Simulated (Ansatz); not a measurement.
Na (bcc, W type)

```xyz
1
Lattice="-2.1111 2.1111 2.1111 2.1111 -2.1111 2.1111 2.1111 2.1111 -2.1111" Properties=species:S:1:pos:R:3 pbc="T T T"
Na     0.0000     0.0000     0.0000
```

This relaxed cell (volume V₀) is scaled evenly in all directions, its shape held. Symmetry pins the atoms to their sites.

The numbers are results of r2SCAN (plane waves to 500 eV, PAW, scalar-relativistic; Ansatz, a program for electronic structure), not measurements. k mesh 16×16×16 (Γ-centred), Fermi-Dirac smearing 0.05 eV. E stands for the smeared free energy. Compression counts positive. Na was relaxed with its symmetry unable to fall. The PAW data are Ansatz's earlier set. The zero of ΔE is the relaxed starting cell.

The scan covers V/V₀ from 0.900 to 1.100 in 9 points.

Problem. What is the fitted pressure derivative B₀′?

Solution. 3.6.

Problem. What bulk modulus B₀ follows from a third-order Birch-Murnaghan fit?

Solution. 7.7 GPa.

(A scan under strain: stresses follow from slopes of the energy per volume, elastic moduli from its curvatures.)
